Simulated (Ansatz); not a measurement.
LaCoN3:
```cif
data_Co4La4N12
_chemical_formula_sum 'La4 Co4 N12'
_space_group_name_H-M_alt 'C2/m'
_space_group_IT_number 12
_space_group_name_Hall '-C 2y'
_cell_length_a 10.70717
_cell_length_b 4.04578
_cell_length_c 7.44666
_cell_angle_alpha 90.000
_cell_angle_beta 103.065
_cell_angle_gamma 90.000
loop_
_space_group_symop_operation_xyz
  'x, y, z'
  '-x, -y, -z'
  '-x, y, -z'
  'x, -y, z'
  'x+1/2, y+1/2, z'
  '-x+1/2, -y+1/2, -z'
  '-x+1/2, y+1/2, -z'
  'x+1/2, -y+1/2, z'
loop_
_atom_site_label
_atom_site_type_symbol
_atom_site_symmetry_multiplicity
_atom_site_Wyckoff_symbol
_atom_site_fract_x
_atom_site_fract_y
_atom_site_fract_z
_atom_site_occupancy
La1 La 4 i 0.16449 0.00000 0.79959 1
Co1 Co 4 i 0.04133 0.50000 0.15436 1
N1 N 4 i 0.36693 0.00000 0.02652 1
N2 N 4 i 0.10571 0.50000 0.37933 1
N3 N 4 i 0.35062 0.00000 0.46170 1
```
(The calculation used a cell of 10 atoms; values per cell refer to that cell.)

Relaxed with r²SCAN.

Problem. Which orbitals make up the states near the band edges in r²SCAN (plane waves, PAW; program Ansatz)?

Solution. Top 1 eV of the valence band: Co 3d 58 %, N 2p 25 %, La 5d 9 %. Bottom 1 eV of the conduction band: N 2p 39 %, Co 3d 32 %, La 5d 14 %, La 4f 9 %. Projections are on Löwdin-orthogonalised atomic valence shells; empty p or d shells of many metals are not among them.

Problem. Tabulate the density of states.

Solution. States/eV per cell of 10 atoms, in 0.25 eV bins, energy from the valence-band maximum.

| E (eV) | total | La 4f | N 2p | Co 3d |
|---|---|---|---|---|
| -7.85 | 7.42 | 0.02 | 5.78 | 0.33 |
| -7.60 | 5.24 | 0.02 | 3.87 | 0.29 |
| -7.35 | 10.80 | 0.03 | 8.77 | 0.51 |
| -7.10 | 2.67 | 0.01 | 2.34 | 0.14 |
| -6.85 | 5.97 | 0.01 | 5.32 | 0.40 |
| -6.60 | 0.00 | 0.00 | 0.00 | 0.00 |
| -6.35 | 0.00 | 0.00 | 0.00 | 0.00 |
| -6.10 | 0.00 | 0.00 | 0.00 | 0.00 |
| -5.85 | 0.00 | 0.00 | 0.00 | 0.00 |
| -5.60 | 0.00 | 0.00 | 0.00 | 0.00 |
| -5.35 | 1.17 | 0.02 | 0.59 | 0.31 |
| -5.10 | 4.90 | 0.07 | 2.47 | 1.39 |
| -4.85 | 5.10 | 0.06 | 2.84 | 1.13 |
| -4.60 | 12.83 | 0.16 | 7.61 | 2.59 |
| -4.35 | 0.35 | 0.00 | 0.18 | 0.11 |
| -4.10 | 10.25 | 0.16 | 5.72 | 2.64 |
| -3.85 | 11.89 | 0.21 | 6.69 | 3.26 |
| -3.60 | 1.50 | 0.02 | 0.93 | 0.37 |
| -3.35 | 0.00 | 0.00 | 0.00 | 0.00 |
| -3.10 | 0.00 | 0.00 | 0.00 | 0.00 |
| -2.85 | 0.00 | 0.00 | 0.00 | 0.00 |
| -2.60 | 0.36 | 0.00 | 0.03 | 0.22 |
| -2.35 | 5.49 | 0.04 | 0.55 | 3.58 |
| -2.10 | 4.38 | 0.04 | 0.86 | 2.59 |
| -1.85 | 9.78 | 0.09 | 2.66 | 5.52 |
| -1.60 | 14.21 | 0.14 | 3.60 | 8.92 |
| -1.35 | 13.16 | 0.14 | 1.49 | 10.25 |
| -1.10 | 6.99 | 0.10 | 0.88 | 5.12 |
| -0.85 | 5.40 | 0.11 | 1.18 | 3.27 |
| -0.60 | 4.13 | 0.11 | 1.16 | 2.19 |
| -0.35 | 2.50 | 0.10 | 0.71 | 1.38 |
| -0.10 | 5.61 | 0.27 | 1.44 | 3.38 |
| 0.15 | 0.00 | 0.00 | 0.00 | 0.00 |
| 0.40 | 0.00 | 0.00 | 0.00 | 0.00 |
| 0.65 | 0.75 | 0.02 | 0.20 | 0.34 |
| 0.90 | 8.03 | 0.52 | 2.41 | 3.08 |
| 1.15 | 6.61 | 0.63 | 2.58 | 2.17 |
| 1.40 | 7.20 | 0.64 | 3.33 | 1.95 |
| 1.65 | 6.27 | 0.78 | 3.06 | 1.51 |
| 1.90 | 3.21 | 0.52 | 1.51 | 0.65 |
| 2.15 | 7.89 | 1.93 | 3.02 | 1.14 |
| 2.40 | 6.50 | 3.28 | 0.59 | 0.25 |
| 2.65 | 13.48 | 8.49 | 1.07 | 0.42 |
| 2.90 | 36.81 | 33.04 | 0.61 | 0.50 |
| 3.15 | 42.03 | 36.50 | 1.67 | 0.61 |

The workflow started from a Materials Project entry (that database holds measured and hypothetical structures alike); the Crystallography Open Database copy checked does not list it. Whether it is the stable phase at ambient conditions was not checked. The cell was relaxed with r²SCAN under the symmetry of its start; whether a distortion lowers the energy is not shown. No spin polarisation was allowed. Scalar-relativistic: spin–orbit coupling is off unless named, which matters more the heavier the elements.

Potentials: the later of the program's two PAW sets.
